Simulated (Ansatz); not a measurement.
Density of states of BiIr

```cif
data_structure
_symmetry_space_group_name_H-M 'P 1'
_symmetry_Int_Tables_number 1
_cell_length_a 4.3376
_cell_length_b 4.3376
_cell_length_c 4.3376
_cell_angle_alpha 60.000
_cell_angle_beta 60.000
_cell_angle_gamma 60.000
_cell_volume 57.71
loop_
_atom_site_label
_atom_site_type_symbol
_atom_site_fract_x
_atom_site_fract_y
_atom_site_fract_z
_atom_site_occupancy
Ir1 Ir 0.00000 0.00000 0.00000 1
Bi1 Bi 0.25000 0.25000 0.25000 1
```

The runs use the primitive cell with vectors (0.000, 3.067, 3.067), (3.067, 0.000, 3.067), (3.067, 3.067, 0.000) Å, to which the k mesh refers.

The structure comes from a relaxation in the same program, started in the zincblende type, and has space group F-43m. Whether it is a known phase or the ground state wasn't checked.

No spin–orbit coupling, which matters for the heavy atoms here.

These are results of Ansatz 0.2.0, DFT, PBE, all-electron LAPW, scalar-relativistic, not measurements.

Numerical set-up: a Γ-centred 11×11×11 k mesh, Fermi–Dirac smearing of 0.03 eV, basis error target 1 meV/atom, no spin polarisation.

States per eV and cell, averaged over 0.6 eV, from -11.8 to 6.6 eV, with energies (bin centres) from the Fermi level; empty bins are left out. The partial columns, the largest 4 alone, are projections on Löwdin-orthogonalised atomic shells (those that the program's projection atoms carry: the occupied ones and, for some elements, an empty d or f shell; other empty shells have no column), summed over atoms of an element. Weights on diffuse s and p shells depend on that basis and aren't pure angular character.

| E (eV) | total | Ir 5d | Bi 6p | Bi 6s | Ir 6s |
| --- | --- | --- | --- | --- | --- |
| -11.6 | 0.54 | 0.01 | 0.01 | 0.39 | 0.13 |
| -11.0 | 2.48 | 0.18 | 0.03 | 2.06 | 0.20 |
| -10.4 | 0.31 | 0.03 | 0.00 | 0.28 | 0.00 |
| -5.0 | 0.06 | 0.01 | 0.03 | 0.00 | 0.01 |
| -4.4 | 2.51 | 0.48 | 1.44 | 0.04 | 0.50 |
| -3.8 | 0.82 | 0.30 | 0.39 | 0.02 | 0.10 |
| -3.2 | 4.40 | 2.68 | 1.63 | 0.00 | 0.07 |
| -2.6 | 2.21 | 1.39 | 0.78 | 0.00 | 0.02 |
| -2.0 | 1.14 | 1.05 | 0.04 | 0.01 | 0.02 |
| -1.4 | 5.95 | 5.65 | 0.09 | 0.02 | 0.08 |
| -0.8 | 1.86 | 1.34 | 0.25 | 0.09 | 0.10 |
| -0.2 | 1.23 | 0.69 | 0.34 | 0.07 | 0.06 |
| 0.4 | 1.30 | 0.60 | 0.51 | 0.06 | 0.05 |
| 1.0 | 1.55 | 0.62 | 0.72 | 0.06 | 0.05 |
| 1.6 | 1.35 | 0.45 | 0.69 | 0.05 | 0.06 |
| 2.2 | 1.13 | 0.32 | 0.63 | 0.03 | 0.04 |
| 2.8 | 0.64 | 0.17 | 0.37 | 0.01 | 0.02 |
| 3.4 | 0.33 | 0.08 | 0.19 | 0.00 | 0.02 |
| 4.0 | 0.29 | 0.04 | 0.12 | 0.01 | 0.06 |
| 4.6 | 0.62 | 0.05 | 0.18 | 0.03 | 0.18 |
| 5.2 | 1.69 | 0.07 | 0.23 | 0.04 | 0.34 |
| 5.8 | 1.09 | 0.05 | 0.19 | 0.02 | 0.25 |
| 6.4 | 0.90 | 0.03 | 0.15 | 0.01 | 0.16 |

**Question.** Which of the resolved shells contributes most within 0.3 eV of the Fermi level?

**Answer.** Ir 5d, with 52 % of all states there; Bi 6p follows with 32 %.

**Question.** Where is the centre of the filled Ir 5d states between -14 eV and the top of the filled states?

**Answer.** -2.13 eV from the Fermi level.
